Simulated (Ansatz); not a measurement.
Rb:
```
CELL_PARAMETERS angstrom
      5.09579     0.00000     0.00000
     -2.54790     4.41309     0.00000
      0.00000     0.00000    16.95658
ATOMIC_POSITIONS crystal
  Rb 0.00000 0.00000 0.00000
  Rb 0.00000 0.00000 0.50000
  Rb 0.33333 0.66667 0.75000
  Rb 0.66667 0.33333 0.25000
```

Relaxed with r²SCAN. Special points in fractions of this cell's reciprocal vectors: Γ (0.000, 0.000, 0.000); M (0.500, 0.000, 0.000); K (0.333, 0.333, 0.000); A (0.000, 0.000, 0.500); L (0.500, 0.000, 0.500); H (0.333, 0.333, 0.500).

Q: List the band energies nearest the Fermi level at these points for plane-wave PAW r²SCAN (Ansatz code).

A: In eV from the Fermi level; about four levels below and three above (degenerate sets whole), none deeper than 8.9 eV; points with the same levels are listed once.

```tsv
k	below	above
Γ	-2.06 -1.39 -1.39	0.20 0.47 2.40
M	–	0.14 0.21 0.51 0.51
K	–	0.74 0.74 0.81
A	-1.88 -1.88 -0.62 -0.62	1.37 1.37 3.35 3.35
L	–	0.24 0.24 0.36 0.36
H	–	0.81 0.81 0.91 0.91
```

Space group P6_3/mmc (dhcp (α-La type)). The workflow started from a Materials Project entry (that database holds measured and hypothetical structures alike); the Crystallography Open Database copy checked does not list it. It is not the phase usual at ambient conditions (space group No. 229). Symmetry was held in the r²SCAN relaxation; its stability against distortions is not shown here. Scalar-relativistic: spin–orbit coupling is off unless named, which matters more the heavier the elements.

Potentials: the later of the program's two PAW sets.
